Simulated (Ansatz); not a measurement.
Bi (A7 (α-As type), R-3m) is relaxed with LDA in the plane-wave PAW code Ansatz. What lattice parameters of the conventional cell result?

a = 4.494 Å, c = 11.499 Å.

Give the free coordinates with the occupied sites.

In one choice of origin and axes:

```csv
atom,site,symmetry,x,y,z
Bi,6c,3m,0.0000,0.0000,0.2372
```

The LDA relaxation kept the symmetry of its start. Axis ratios of metals converge slowly with the k-mesh, so a and c are less sure than the volume. Spin–orbit coupling is left out wherever it is not named.

Potentials: the earlier of the program's two PAW sets. The files were generated under PBE; for other functionals the program regenerates the frozen cores, and for LDA and PBEsol the local potential too.
